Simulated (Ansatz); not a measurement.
## KRb$_{2}$AsF$_{6}$: frozen normal mode

Computed with DFT PBEsol, scalar-relativistic, plane waves, PAW in Ansatz 0.2.0. Settings: plane waves to 420 eV, k-mesh 4×4×4 (Γ-centred), Gaussian smearing 0.05 eV. No spin polarisation. Energies are free energies at this smearing, counted from the undisturbed cell; pressure is positive in compression.

Reference structure (relaxed at this level; it needn't be the usual structure):

```yaml
crystal:
  lattice:
    - [0.00000, 4.53914, 4.53914]
    - [4.53914, 0.00000, 4.53914]
    - [4.53914, 4.53914, 0.00000]
  atoms:
    - { symbol: K, position: [0.50000, 0.50000, 0.50000] }
    - { symbol: Rb, position: [0.75000, 0.75000, 0.75000] }
    - { symbol: Rb, position: [0.25000, 0.25000, 0.25000] }
    - { symbol: As, position: [0.00000, 0.00000, 0.00000] }
    - { symbol: F, position: [0.77441, 0.22559, 0.22559] }
    - { symbol: F, position: [0.22559, 0.22559, 0.77441] }
    - { symbol: F, position: [0.22559, 0.77441, 0.77441] }
    - { symbol: F, position: [0.22559, 0.77441, 0.22559] }
    - { symbol: F, position: [0.77441, 0.22559, 0.77441] }
    - { symbol: F, position: [0.77441, 0.77441, 0.22559] }
```

A zone-centre mode of this cell is frozen in: each atom moves by x times its row below, so x is the largest displacement.
```
atom ux uy uz
  K1   0.000  0.000   0.000
 Rb2   0.000  0.000   0.000
 Rb3   0.000  0.000   0.000
 As4   0.000  0.000   0.000
  F5   0.000  0.000  -1.000
  F6   1.000  0.000   0.000
  F7   0.000  0.000   1.000
  F8   0.000  0.000   0.000
  F9   0.000  0.000   0.000
 F10  -1.000  0.000   0.000
```

| x (Å) | ΔE (meV/cell) | force along the mode (eV/Å) | pressure (GPa) | gap on the mesh (eV) |
| --- | --- | --- | --- | --- |
| -0.2600 | -44.8 | -0.26 | -0.4 | 4.54 |
| -0.1300 | -13.3 | -0.19 | -0.1 | 4.51 |
| 0.0000 | 0.0 | 0.00 | 0.0 | 4.49 |
| 0.0325 | ? | 0.05 | 0.0 | ? |
| 0.0650 | -3.5 | 0.11 | 0.0 | 4.50 |
| 0.0975 | ? | 0.15 | ? | 4.51 |
| 0.1625 | -20.2 | 0.23 | -0.2 | 4.52 |
| 0.1950 | -28.0 | 0.25 | -0.2 | 4.53 |
| 0.2275 | -36.3 | 0.26 | -0.3 | 4.54 |

By symmetry 0.2600 repeats -0.2600, -0.1950 repeats 0.1950, 0.1300 repeats -0.1300, -0.0650 repeats 0.0650 in energy; the slope of the energy along the path changes sign there. All sampled points lie below the start, which is a maximum along this line.

(1) Give the withheld values.

Answers

(1) ΔE (meV/cell) at x (Å) = 0.0325: -0.9; gap on the mesh (eV) at x (Å) = 0.0325: 4.50; ΔE (meV/cell) at x (Å) = 0.0975: -7.7; pressure (GPa) at x (Å) = 0.0975: -0.1.

Cost: 9 runs of about 1.1 core-minutes in all, on Arm Neoverse V2 (shared hosts).